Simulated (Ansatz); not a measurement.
Each is relaxed and computed with plane-wave PAW PBEsol (Ansatz code). Which is the only metal?
A) BaZrS3, Pnma (Ba on 4c, Zr on 4a, S on 4c, S on 8d)
B) ZnCu2GeS4, I-4 (Pearson symbol tI16)
C) SiGe, R-3m (Si on 6c, Ge on 6c)
D) GePt, Pnma (Pt on 4c, Ge on 4c)

D, GePt, Pnma (Pt on 4c, Ge on 4c). GePt: metal; SiGe: gap 0.32 eV (indirect); BaZrS3: gap 0.92 eV (direct); ZnCu2GeS4: gap 0.60 eV (direct). Typed or built starts, not in the databases checked: SiGe, R-3m (Si on 6c, Ge on 6c). All cells were relaxed under the symmetry of their starts (and spin orders); stability against distortions was not tested throughout. Rows with no word on spin ran without spin polarisation. Spin–orbit coupling is left out wherever it is not named.

Potentials: the later of the program's two PAW sets.
